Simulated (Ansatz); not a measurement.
Polymorphs of TiSi$_{2}$, each relaxed with r²SCAN in the plane-wave PAW code Ansatz:

A: Cmcm
a = 3.527 Å, b = 13.514 Å, c = 3.565 Å, α = β = γ = 90.00°

| atom | site | symmetry | x | y | z |
|---|---|---|---|---|---|
| Si | 4c | m2m | 0.0000 | 0.0584 | 0.7500 |
| Si | 4c | m2m | 0.0000 | 0.2502 | 0.2500 |
| Ti | 4c | m2m | 0.0000 | 0.6032 | 0.2500 |

B: Fddd
a = 4.7745 Å, b = 8.2256 Å, c = 8.5299 Å, α = β = γ = 90.00°

| atom | site | symmetry | x | y | z |
|---|---|---|---|---|---|
| Si | 16f | .2. | 0.0000 | 0.3379 | 0.0000 |
| Ti | 8a | 222 | 0.0000 | 0.0000 | 0.0000 |

Question: Order them by energy per atom at 0 K (lowest first) at the level r²SCAN.

Answer: A (+0 meV/atom), B (+24 meV/atom)

All cells were relaxed under the symmetry of their starts (and spin orders); stability against distortions was not tested throughout. Rows with no word on spin ran without spin polarisation.

Energies hold the estimated change up to a 700 eV cutoff; steps of a few meV lie near the error of the meshes.

Potentials: the later of the program's two PAW sets.
